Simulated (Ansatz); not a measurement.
An Ansatz (a quantum-chemistry and plane-wave program) run. Input:

Ansatz 0.2 input:
```yaml
crystal:
  lattice:
    - [0.0, 3.2715799049, 3.2715799049]
    - [3.2715799049, 0.0, 3.2715799049]
    - [3.2715799049, 3.2715799049, 0.0]
  atoms:
    - { symbol: Rb, position: [0.0, 0.0, 0.0] }
    - { symbol: Cl, position: [0.5, 0.5, 0.5] }
kpoints:
  mp_grid: { grid: [7, 7, 7] }
hamiltonian:
  xc: pbesol
  pseudopotentials: { kind: paw }
scf:
  occupations: { method: fixed }
elastic: { mode: relaxed_ion, stencil: two_point, amplitude: 0.005, f_tol: 0.0005 }
```

Output (shortened):

```
Pseudopotentials: kind: paw
Pseudopotential: Rb, paw, valence charge 9
Pseudopotential: Cl, paw, valence charge 7
Functional definition: PBEsol
Crystal: 2 atoms, lattice volume = 70.033 Å³
Basis set: ecut = 420 eV, 1363 PW (Γ), exchange–correlation on 64×64×64 points (8 copies of the dense FFT grid, shifted against one another)
Bands: 12, of which v1, the nominal top of the filled ones, is band 8 counted from 1 (7 counted from 0)
Symmetry: 48 space group operations
Space group: Fm-3m (ITA 225), of the structure as read, at distance tolerance 4.1e-5 Å
k-points: 20 of 343
PAW frozen core: Rb, regenerated for the run's functional, and the local potential with it
PAW frozen core: Cl, regenerated for the run's functional, and the local potential with it
Initial wavefunctions: pseudopotential atomic-orbital guess
Eigensolver: davidson
Functional: x = pbesol(κ = 0.804, μ = 0.12345679012345678), c = pbesol(β = 0.046)
all-band conjugate gradients solve this SCF's bands
SCF 1 converged in 8 iterations: F = -4281.682220 eV  dr2 = 6.27e-14
density extrapolation: transplant  |δρ|_rms = 1.926e-2 e/Å³  SAD shift = 2.369e-3 e/Å³
Crystal: 2 atoms, lattice volume = 69.683 Å³
Symmetry: 16 space group operations
k-points: 40 of 343
Initial density: handed on by an earlier stage of this run
Initial wavefunctions: those handed on with the density
SCF 2 converged in 8 iterations: F = -4281.682003 eV  dr2 = 4.03e-15
density extrapolation: first-order (α = -2.000)  |δρ|_rms = 1.926e-2 e/Å³  SAD shift = 2.350e-3 e/Å³
Crystal: 2 atoms, lattice volume = 70.383 Å³
Basis set: ecut = 420 eV, 1379 PW (Γ), exchange–correlation on 64×64×64 points (8 copies of the dense FFT grid, shifted against one another)
SCF 3 converged in 6 iterations: F = -4281.682014 eV  dr2 = 1.77e-15
density extrapolation: transplant  |δρ|_rms = 1.926e-2 e/Å³  SAD shift = 1.314e-3 e/Å³
Crystal: 2 atoms, lattice volume = 70.033 Å³
Symmetry: 8 space group operations
k-points: 64 of 343
SCF 4 converged in 7 iterations: F = -4281.682193 eV  dr2 = 1.40e-14
density extrapolation: first-order (α = -2.000)  |δρ|_rms = 1.926e-2 e/Å³  SAD shift = 1.314e-3 e/Å³
Crystal: 2 atoms, lattice volume = 70.033 Å³
SCF 5 converged in 5 iterations: F = -4281.682193 eV  dr2 = 4.56e-15
SCF converged after 8 iterations
Free energy (F): -4281.682220 eV
Harris-Foulkes:  -4281.682220 eV  (|F-HF|=9.09e-13)
Internal energy: -4281.682220 eV  (E = F + TS)
E sigma→0 (E₀):  -4281.682220 eV
Fermi energy:    1.040707 eV
--- Per-component energies (eV) ---
  E_band       = -104.769278
  E_kinetic    = 354.485045
  E_local      = -803.139946  (includes V_loc(G=0)·N_el)
  E_nonlocal   = 203.578937
  E_hartree    = 217.168919
  E_xc         = -235.957436
  E_vxc        = -258.576328  (∫ρ·V_xc dr)
  E_paw        = -3211.084641  (= ΣΔE_a)
  E_vpaw       = -35.454918  (= ΣTr[D̂ρ^β])
  E_aug_tail   = 0.000093  (compensation charges beyond the density's cutoff)
  E_ewald      = -806.935294
  E_core_change = 0.202103  (= ΣΔE_core)
  E_smearing   =  0.000000  (= −TS)
  E_closure    = 0.000000  (closes the sum)
  Σ components = -4281.682220   (vs F -4281.682220, Δ=0.00e0)
--- Forces (eV/Å), atoms counted from 1 ---
  atom   1  Rb     0.00000000     0.00000000     0.00000000
  atom   2  Cl     0.00000000     0.00000000     0.00000000
  max |Σ_I F_I| component: 0.0 eV/Å
--- Stress (GPa, compression-positive) ---
        0.000045       0.000000       0.000000
        0.000000       0.000045       0.000000
        0.000000       0.000000       0.000045
  P = ⅓ Tr σ = 0.0000 GPa (0.000 kbar)
  The stress holds the Pulay correction. Without it, at fixed plane waves, as pw.x and ABINIT print it: P = -0.0011 GPa
  The stress includes an estimate of the error left by incomplete SCF convergence (largest component  0.0000 GPa; it does not cover the PAW one-centre terms).
--- Band table (eV; the first three rows and the last of 20) ---
  k-point 0: bands = ["-22.7937", "-10.9430", "-6.8483", "-6.8483", "-6.8483", "1.0407", "1.0407", "1.0407", "5.9382", "8.9451", "8.9451", "8.9451"]
  k-point 1: bands = ["-22.7904", "-10.9563", "-6.8507", "-6.8507", "-6.8423", "0.8306", "0.9682", "0.9682", "6.4196", "8.7945", "9.2046", "9.2046"]
  k-point 2: bands = ["-22.7828", "-10.9859", "-6.8561", "-6.8561", "-6.8293", "0.4337", "0.8131", "0.8131", "7.5367", "8.7208", "9.9440", "9.9440"]
  k-point 19: bands = ["-22.7711", "-10.9344", "-7.0579", "-6.9981", "-6.8430", "0.5498", "0.7798", "0.7906", "8.3181", "9.0107", "10.3442", "10.5052"]
  band table: 12 of 12 bands, residual norms ≤ 1.0e-3 eV
--- Elastic constants: 2 strain directions × 2 members + reference (group order 48) ---
  dense FFT box of the reference and of every strained cell: 32×32×32
  strains applied: 11, 23; error gains: componentwise 1.00 (the most a stress slope's error grows in a printed constant), spectral 1.73 (1 for all six strains …
  C = ∂σ_k/∂η_j (tension-positive GPa; Voigt order 11 22 33 23 13 12):
        38.723      5.410      5.410      0.000      0.000      0.000
         5.410     38.723      5.410      0.000      0.000      0.000
         5.410      5.410     38.723      0.000      0.000      0.000
         0.000      0.000      0.000      5.079      0.000      0.000
         0.000      0.000      0.000      0.000      5.079      0.000
         0.000      0.000      0.000      0.000      0.000      5.079
  reference stress σ⁰ (GPa):      0.000      0.000      0.000      0.000      0.000      0.000
  moduli (Voigt/Reuss/Hill, GPa): K = 16.51/16.51/16.51   G = 9.71/7.03/8.37   E = 21.49   ν = 0.283
  mechanically stable: yes (min eigenvalue of sym C = 5.08 GPa)
  strain η (Voigt 11):  stress-route row diagonal C_11 = 38.72 GPa, energy-path curvature d²(F+E_count+ΔE)/dδ²/Ω₀ = 38.71 GPa
         δ    σ_11 (GPa)             F (eV)   n_scf  n_hpsi   n_pw
    -5.000e-3      -0.2010       -4281.6820034       8    9979   1372   relax 0 steps, max|allowed force component| 0.0 eV/Å
     5.000e-3       0.1862       -4281.6820142       6    8377   1388   relax 0 steps, max|allowed force component| 0.0 eV/Å
  strain η (Voigt 23):  stress-route row diagonal C_44 = 5.08 GPa, energy-path curvature d²(F+E_count+ΔE)/dδ²/Ω₀ = 5.08 GPa
         δ    σ_23 (GPa)             F (eV)   n_scf  n_hpsi   n_pw
    -5.000e-3      -0.0254       -4281.6821926       7   14862   1381   relax 0 steps, max|allowed force component| 0.0 eV/Å
     5.000e-3       0.0254       -4281.6821926       5   12505   1381   relax 0 steps, max|allowed force component| 0.0 eV/Å
```

Cost: very roughly 17 core-seconds on shared cores.

The PBEsol relaxation kept the symmetry of its start. Spin–orbit coupling is left out wherever it is not named.

Potentials: the later of the program's two PAW sets.

Ansatz is a plane-wave DFT program.
